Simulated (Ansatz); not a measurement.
Ansatz (a quantum-chemistry and plane-wave program) input:

Ansatz 0.2 input:
```yaml
crystal:
  lattice:
    - [0.0, 5.6721748449, 5.6721748449]
    - [5.6721748449, 0.0, 5.6721748449]
    - [5.6721748449, 5.6721748449, 0.0]
  atoms:
    - { symbol: Cs, position: [0.25, 0.25, 0.25] }
    - { symbol: Cs, position: [0.75, 0.75, 0.75] }
    - { symbol: Ag, position: [0.5, 0.5, 0.5] }
    - { symbol: Bi, position: [0.0, 0.0, 0.0] }
    - { symbol: Br, position: [0.7481655974, 0.2518344026, 0.2518344026] }
    - { symbol: Br, position: [0.2518344026, 0.7481655974, 0.7481655974] }
    - { symbol: Br, position: [0.2518344026, 0.7481655974, 0.2518344026] }
    - { symbol: Br, position: [0.7481655974, 0.2518344026, 0.7481655974] }
    - { symbol: Br, position: [0.2518344026, 0.2518344026, 0.7481655974] }
    - { symbol: Br, position: [0.7481655974, 0.7481655974, 0.2518344026] }
kpoints:
  mp_grid: { grid: [4, 4, 4] }
hamiltonian:
  xc: r2scan
  pseudopotentials: { kind: paw }
scf:
  occupations: { method: fixed }
output:
  optics: { e_range: [0.0, 15.0], de: 0.05, sigma: 0.1, bands: { spectra_wanted_up_to: 12 eV } }
```

Output (shortened):

```
output.optics: the spectra are integrated over the Brillouin zone by k·p interpolation around the k-points, where levels, occupations, output.optics.sigma and …
Pseudopotential: Cs, paw, valence charge 9
Pseudopotential: Ag, paw, valence charge 19
Pseudopotential: Bi, paw, valence charge 15
Pseudopotential: Br, paw, valence charge 7
Functional definition: r2SCAN
Crystal: 10 atoms, lattice volume = 364.988 Å³
Basis set: ecut = 500 eV, 9305 PW (Γ), exchange–correlation on 240×240×240 points (64 copies of the dense FFT grid, shifted against one another)
Bands: 57, of which v1, the nominal top of the filled ones, is band 47 counted from 1 (46 counted from 0)
Symmetry: 48 space group operations
Space group: Fm-3m (ITA 225), of the structure as read, at distance tolerance 7.1e-5 Å
k-points: 8 of 64
SCF iter   1: F=—  HF=-48157.065912 eV  |F-HF|=—  |Δ(HF+E_count)|=         —  Δρ=3.69e-3  dr2=6.89e-2  dr2_τ=2.27e-2  ethr=1.77e-3  ⟨swp⟩=5.2  Hψ=1553  notcnv=0  defer=57
preconditioner: auto → Resta (q_TF=auto, 2.176 Å⁻¹)
SCF iter   2: F=—  HF=-48157.095665 eV  |F-HF|=—  |Δ(HF+E_count)|=   2.98e-2  Δρ=1.72e-3  dr2=8.35e-3  dr2_τ=1.20e-3  ethr=7.33e-5  ⟨swp⟩=3.1  Hψ=888  notcnv=0  defer=60
SCF iter   3: F=—  HF=-48157.095501 eV  |F-HF|=—  |Δ(HF+E_count)|=   1.64e-4  Δρ=6.82e-4  dr2=1.71e-3  dr2_τ=9.95e-5  ethr=8.88e-6  ⟨swp⟩=2.2  Hψ=773  notcnv=0  defer=60
SCF iter   4: F=—  HF=-48157.095415 eV  |F-HF|=—  |Δ(HF+E_count)|=   8.58e-5  Δρ=1.52e-4  dr2=8.42e-5  dr2_τ=8.10e-6  ethr=1.82e-6  ⟨swp⟩=2.0  Hψ=732  notcnv=0  defer=60
SCF iter   5: F=—  HF=-48157.095452 eV  |F-HF|=—  |Δ(HF+E_count)|=   3.64e-5  Δρ=4.46e-5  dr2=7.60e-6  dr2_τ=7.24e-7  ethr=8.96e-8  ⟨swp⟩=2.0  Hψ=693  notcnv=0  defer=60
SCF iter   6: F=—  HF=-48157.095712 eV  |F-HF|=—  |Δ(HF+E_count)|=   2.60e-4  Δρ=8.97e-6  dr2=3.61e-7  dr2_τ=2.04e-8  ethr=8.08e-9  ⟨swp⟩=2.0  Hψ=800  notcnv=0  defer=57
SCF iter   7: F=—  HF=-48157.095712 eV  |F-HF|=—  |Δ(HF+E_count)|=   2.56e-7  Δρ=2.08e-6  dr2=2.44e-8  dr2_τ=2.55e-9  ethr=3.84e-10  ⟨swp⟩=2.0  Hψ=708  notcnv=0  defer=57
SCF iter   8: F=—  HF=-48157.095712 eV  |F-HF|=—  |Δ(HF+E_count)|=   1.95e-8  Δρ=5.27e-7  dr2=2.42e-9  dr2_τ=6.06e-11  ethr=2.60e-11  ⟨swp⟩=2.0  Hψ=685  notcnv=0  defer=57
SCF iter  10: F=-48157.095712 eV  HF=-48157.095712 eV  |F-HF|=2.18e-11  |Δ(HF+E_count)|=  1.38e-10  Δρ=3.20e-8  dr2=5.08e-12  dr2_τ=2.67e-13  ethr=1.00e-12  ⟨swp⟩=19.1  Hψ=3097  notcnv=0
SCF 1 converged in 10 iterations: F = -48157.095712 eV  dr2 = 5.08e-12
NSCF: frozen V_eff on 8 k-points
Optics k sum: 0 of 8 k-points
Optics k sum: 1 of 8 k-points
Optics k sum: 2 of 8 k-points
Optics k sum: 3 of 8 k-points
Optics k sum: 4 of 8 k-points
Optics k sum: 5 of 8 k-points
Optics k sum: 6 of 8 k-points
Optics k sum: 7 of 8 k-points
Optics k sum: 8 of 8 k-points
Optics k sum: 0 of 8 k-points
Optics k sum: 1 of 8 k-points
Optics k sum: 2 of 8 k-points
Optics k sum: 3 of 8 k-points
Optics k sum: 4 of 8 k-points
Optics k sum: 5 of 8 k-points
Optics k sum: 6 of 8 k-points
Optics k sum: 7 of 8 k-points
Optics k sum: 8 of 8 k-points
NSCF: frozen V_eff on 1 k-points
output.optics: what the bands over the 126 summed would add to eps1, eps2 and the energy-loss function is held between a lower and an upper bound (9 Lanczos …
SCF converged after 10 iterations
Free energy (F): -48157.095712 eV
Harris-Foulkes:  -48157.095712 eV  (|F-HF|=2.18e-11)
Internal energy: -48157.095712 eV  (E = F + TS)
E sigma→0 (E₀):  -48157.095712 eV
Fermi energy:    3.777175 eV
--- Per-component energies (eV) ---
  E_band       = -888.428572
  E_kinetic    = 1916.317027
  E_local      = -8408.650633  (includes V_loc(G=0)·N_el)
  E_nonlocal   = 1127.453286
  E_hartree    = 3305.938320
  E_xc         = -2149.358792
  E_vxc        = -1382.175997  (∫ρ·V_xc dr)
  E_paw        = -38421.545461  (= ΣΔE_a)
  E_vpaw       = -830.981151  (= ΣTr[D̂ρ^β])
  E_aug_tail   = -0.000206  (compensation charges beyond the density's cutoff)
  E_vtau       = 77.732488  (kinetic-family band-sum trace: ∫τ·v_τ [+ j·A + Jᵃ·Aᵃ] dr)
  E_ewald      = -5526.766085
  E_core_change = -0.483167  (= ΣΔE_core)
  E_smearing   =  0.000000  (= −TS)
  E_closure    =  0.000000  (closes the sum)
  Σ components = -48157.095712   (vs F -48157.095712, Δ=0.00e0)
  [band-id]    e_kinetic+e_local+e_nonlocal+2·e_hartree+e_vxc+e_vpaw+e_augmentation_tail+e_vtau = -888.428547   (vs E_band -888.428572, Δ=2.56e-5)
--- Band table (eV; the first three rows and the last of 8) ---
  k-point 0: bands = ["-88.8197", "-51.4945", "-51.4945", "-51.4945", "-20.1404", "-20.1404", "-20.1081", "-20.1081", "-20.1081", "-17.5397", "-17.5339", "-11.4237", "-10.8173", "-10.8173", "-10.8173", "-10.6186", "-10.6186", "-6.7925", "-4.0673", "-4.0673", …
  k-point 1: bands = ["-88.8197", "-51.4945", "-51.4945", "-51.4945", "-20.1404", "-20.1404", "-20.1081", "-20.1081", "-20.1081", "-17.5387", "-17.5346", "-11.3775", "-10.8891", "-10.7995", "-10.7995", "-10.6390", "-10.6390", "-6.7364", "-4.0497", "-4.0497", …
  k-point 2: bands = ["-88.8197", "-51.4945", "-51.4945", "-51.4945", "-20.1404", "-20.1404", "-20.1081", "-20.1081", "-20.1081", "-17.5365", "-17.5365", "-11.3137", "-10.9781", "-10.7755", "-10.7755", "-10.6656", "-10.6656", "-6.6798", "-4.0204", "-4.0204", …
  k-point 7: bands = ["-88.8197", "-51.4945", "-51.4945", "-51.4945", "-20.1404", "-20.1404", "-20.1081", "-20.1081", "-20.1081", "-17.5364", "-17.5364", "-11.2931", "-10.9120", "-10.8232", "-10.8232", "-10.6930", "-10.6477", "-6.6661", "-4.0026", "-4.0026", …
```

Cost: roughly 6 core-minutes on shared cores.

The r²SCAN relaxation kept the symmetry of its start. No spin polarisation was allowed. Scalar-relativistic: spin–orbit coupling is off unless named, which matters more the heavier the elements.

Potentials: the later of the program's two PAW sets.

Ansatz is a plane-wave DFT program.
